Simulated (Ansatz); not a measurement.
Data:

BAs:
```
BAs
1.0
    2.90289     0.00000     0.00000
    0.00000     2.90289     0.00000
    0.00000     0.00000     2.90289
B As
1 1
Cartesian
  0.00000   0.00000   0.00000
  1.45145   1.45145   1.45145
```

This is the PBEsol-relaxed structure.

Problem. All from PBEsol in the plane-wave PAW code Ansatz, unless another level is named. Give the electronic character.

Solution. metallic (no gap).

Problem. Next, the formation energy from the elements (no fitted shifts)?

Solution. 139 kJ/mol-atom.

Problem. What about the density of states at the Fermi level?

Solution. 0.43 states/eV per atom (mean over ±0.08 eV).

Problem. Predict the gap with spin–orbit coupling.

Solution. none (metallic).

Space group Pm-3m (CsCl type). The start of the workflow was typed in or built on a structure type; neither database checked (COD, Materials Project) lists it. It is not the phase usual at ambient conditions (space group No. 216). Symmetry was held in the PBEsol relaxation. At this level the phase is dynamically unstable (imaginary phonons). The volume moved by 26 % from the start of the relaxation. Its formation energy is positive at this level, so the cell may be metastable or incomplete. The references are the lowest solids computed at this level, not always the standard phases. Scalar-relativistic: spin–orbit coupling is off unless named, which matters more the heavier the elements.

Potentials: the later of the program's two PAW sets.
